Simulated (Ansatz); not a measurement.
AgI:
Space group P4/nmm, origin choice 1 (No. 129); a = b = 4.2411 Å, c = 6.3133 Å, α = β = γ = 90.00°

| atom | site | symmetry | x | y | z |
|---|---|---|---|---|---|
| Ag | 2a | -4m2 | 0.0000 | 0.0000 | 0.0000 |
| I | 2c | 4mm | 0.5000 | 0.0000 | 0.2955 |

Relaxed with LDA.

Task: Which orbitals make up the states near the band edges in LDA (plane waves, PAW; program Ansatz)?

Result: Top 1 eV of the valence band: I 5p 73 %, Ag 4d 25 %. Bottom 1 eV of the conduction band: Ag 5s 49 %, I 5p 36 %, I 5s 10 %. Projections are on Löwdin-orthogonalised atomic valence shells; empty p or d shells of many metals are not among them.

Task: Tabulate the density of states.

Result: States/eV per cell of 4 atoms, in 0.25 eV bins, energy from the valence-band maximum.

| E (eV) | total | Ag 4d | I 5p | Ag 5s |
|---|---|---|---|---|
| -7.85 | 0.00 | 0.00 | 0.00 | 0.00 |
| -7.60 | 0.00 | 0.00 | 0.00 | 0.00 |
| -7.35 | 0.00 | 0.00 | 0.00 | 0.00 |
| -7.10 | 0.00 | 0.00 | 0.00 | 0.00 |
| -6.85 | 0.00 | 0.00 | 0.00 | 0.00 |
| -6.60 | 0.00 | 0.00 | 0.00 | 0.00 |
| -6.35 | 0.00 | 0.00 | 0.00 | 0.00 |
| -6.10 | 0.00 | 0.00 | 0.00 | 0.00 |
| -5.85 | 0.02 | 0.01 | 0.01 | 0.00 |
| -5.60 | 0.80 | 0.34 | 0.33 | 0.10 |
| -5.35 | 4.71 | 2.22 | 1.79 | 0.60 |
| -5.10 | 9.04 | 4.03 | 3.68 | 1.15 |
| -4.85 | 7.75 | 5.34 | 2.01 | 0.27 |
| -4.60 | 11.23 | 7.82 | 2.87 | 0.30 |
| -4.35 | 6.51 | 4.52 | 1.67 | 0.24 |
| -4.10 | 12.57 | 9.37 | 2.75 | 0.31 |
| -3.85 | 8.97 | 7.43 | 1.31 | 0.12 |
| -3.60 | 10.62 | 9.07 | 1.16 | 0.21 |
| -3.35 | 11.59 | 10.34 | 0.89 | 0.24 |
| -3.10 | 5.99 | 4.84 | 0.93 | 0.11 |
| -2.85 | 3.37 | 1.86 | 1.31 | 0.08 |
| -2.60 | 1.99 | 1.01 | 0.87 | 0.03 |
| -2.35 | 1.69 | 0.68 | 0.92 | 0.03 |
| -2.10 | 2.23 | 0.90 | 1.23 | 0.04 |
| -1.85 | 5.10 | 2.09 | 2.80 | 0.11 |
| -1.60 | 6.06 | 2.21 | 3.57 | 0.15 |
| -1.35 | 4.52 | 1.47 | 2.82 | 0.10 |
| -1.10 | 3.90 | 1.14 | 2.60 | 0.06 |
| -0.85 | 3.90 | 1.02 | 2.75 | 0.04 |
| -0.60 | 3.46 | 0.82 | 2.56 | 0.02 |
| -0.35 | 1.74 | 0.38 | 1.32 | 0.01 |
| -0.10 | 0.23 | 0.05 | 0.18 | 0.00 |
| 0.15 | 0.00 | 0.00 | 0.00 | 0.00 |
| 0.40 | 0.00 | 0.00 | 0.00 | 0.00 |
| 0.65 | 0.00 | 0.00 | 0.00 | 0.00 |
| 0.90 | 0.00 | 0.00 | 0.00 | 0.00 |
| 1.15 | 0.01 | 0.00 | 0.00 | 0.00 |
| 1.40 | 0.04 | 0.00 | 0.01 | 0.02 |
| 1.65 | 0.11 | 0.00 | 0.04 | 0.05 |
| 1.90 | 0.19 | 0.00 | 0.07 | 0.09 |
| 2.15 | 0.50 | 0.01 | 0.17 | 0.26 |
| 2.40 | 1.45 | 0.02 | 0.47 | 0.78 |
| 2.65 | 1.84 | 0.03 | 0.62 | 0.97 |
| 2.90 | 3.33 | 0.07 | 0.94 | 1.60 |
| 3.15 | 2.54 | 0.05 | 0.61 | 1.23 |
| 3.40 | 2.27 | 0.04 | 0.49 | 1.07 |
| 3.65 | 2.42 | 0.03 | 0.45 | 1.10 |
| 3.90 | 1.84 | 0.03 | 0.22 | 0.83 |
| 4.15 | 1.83 | 0.03 | 0.13 | 0.45 |
| 4.40 | 2.39 | 0.03 | 0.19 | 0.46 |
| 4.65 | 1.99 | 0.02 | 0.14 | 0.28 |
| 4.90 | 1.73 | 0.02 | 0.08 | 0.13 |
| 5.15 | 1.78 | 0.01 | 0.06 | 0.07 |
| 5.40 | 2.05 | 0.01 | 0.05 | 0.04 |
| 5.65 | 2.42 | 0.01 | 0.05 | 0.03 |
| 5.90 | 2.99 | 0.01 | 0.05 | 0.03 |

The workflow started from a Materials Project entry (that database holds measured and hypothetical structures alike); the Crystallography Open Database copy checked does not list it. It is not the phase usual at ambient conditions (space group No. 186, 216). The cell was relaxed with LDA under the symmetry of its start; whether a distortion lowers the energy is not shown. No spin polarisation was allowed. A crystal of weakly bound layers computed without a dispersion correction: the cell and the soft elastic constants depend strongly on that. Spin–orbit coupling is left out wherever it is not named.

Potentials: the later of the program's two PAW sets.
